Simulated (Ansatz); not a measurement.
Cd (hcp (Mg type), P6_3/mmc) at seven volumes, plane-wave PAW LDA (Ansatz code), shape and atoms relaxed at each. One row is withheld.

| V (Å³/atom) | P (GPa) |
|---|---|
| 18.118 | 8.63 |
| 18.715 | ? |
| 19.313 | 2.29 |
| 19.910 | 0.00 |
| 20.507 | -1.82 |
| 21.105 | -3.30 |
| 21.702 | -4.21 |

### Question
Fit the shown pressures and predict the withheld one.

### Answer
P = (3/2)B₀(x^(7/2) − x^(5/2))[1 + (3/4)(B′ − 4)(x − 1)] with x = (V₀/V)^(2/3). Least squares on the six rows gives V₀ = 19.906 Å³/atom, B₀ = 66.9 GPa, B′ = 6.84. At V = 18.715, x = 1.0420 and P = 5.09 GPa. The run itself gave 5.15 GPa.

The LDA relaxation kept the symmetry of its start.

Potentials: the later of the program's two PAW sets.
